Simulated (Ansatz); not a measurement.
WS2: ³³S NMR of the central transition

Cell: a COD entry, ions relaxed with PBE at fixed cell.

```cif
data_WS2
_symmetry_space_group_name_H-M 'P6_3/mmc'
_symmetry_Int_Tables_number 194
_cell_length_a 3.1800
_cell_length_b 3.1800
_cell_length_c 12.5000
_cell_angle_alpha 90.000
_cell_angle_beta 90.000
_cell_angle_gamma 120.000
loop_
_atom_site_label
_atom_site_type_symbol
_atom_site_symmetry_multiplicity
_atom_site_Wyckoff_symbol
_atom_site_fract_x
_atom_site_fract_y
_atom_site_fract_z
W W 2 c 0.3333 0.6667 0.2500
S S 4 f 0.3333 0.6667 0.6245
```

One atom of each set is listed.

All values are calculated (Ansatz; DFT, PBE, plane waves and PAW, scalar-relativistic, collinear spin, 420 eV cutoff, Γ-centred 11×11×3 k-points, Fermi–Dirac smearing 0.02 eV), not measured. Start moments as typed (μB): 2 on each W, none on the rest.

³³S has I = 3/2 and Q = -69.40 mb (Pyykkö 2018); at 28.2 T its Larmor frequency is ν₀ = 92.3 MHz. Only the quadrupole interaction is simulated: positions count from each site's isotropic chemical shift, and J coupling is left out, as are shift anisotropy and dipolar coupling, which fast spinning averages.

Simulated pattern of one S site (fast magic-angle spinning, Gaussian broadening 2 kHz):

(offset (kHz), height): (-41.63, 0), (-40.66, 1), (-39.68, 3), (-38.70, 5), (-37.72, 5), (-36.74, 5), (-35.77, 6), (-34.79, 6), (-33.81, 6), (-32.83, 6), (-31.85, 6), (-30.88, 6), (-29.90, 6), (-28.92, 7), (-27.94, 7), (-26.96, 9), (-25.99, 27), (-25.01, 65), (-24.03, 77), (-23.05, 62), (-22.07, 51), (-21.10, 45), (-20.12, 42), (-19.14, 40), (-18.16, 39), (-17.19, 39), (-16.21, 38), (-15.23, 39), (-14.25, 39), (-13.27, 41), (-12.30, 42), (-11.32, 44), (-10.34, 48), (-9.36, 53), (-8.38, 63), (-7.41, 82), (-6.43, 100), (-5.45, 71), (-4.47, 20), (-3.49, 2)

Problem. Which |C_Q| and η does the pattern imply?

Solution. The pattern spans 34.2 kHz before broadening and its centre of gravity is at -16.0 kHz, which fixes P_Q; the places of the horns and steps fix η. That gives P_Q = 7.68 MHz, |C_Q| = 7.68 MHz and η = 0.00. The sign of C_Q can't be read from the pattern.

An axis of threefold or higher order runs through S, so V_zz lies along it and η is zero.

Without spin–orbit coupling the gradients at and beside W can be off by some per cent, at some sites by more. The start moments die out, and the run ends without spin.

The relaxation (3 steps) took 8.2 s of wall time (26 s of CPU time) and 0.65 GiB at its peak, on 4 threads of Intel Xeon 6975P-C (Granite Rapids) (x86_64; 16 cores open to the job, memory cap 8.0 GiB, no GPU), a shared host with a load of 0.4 a core.
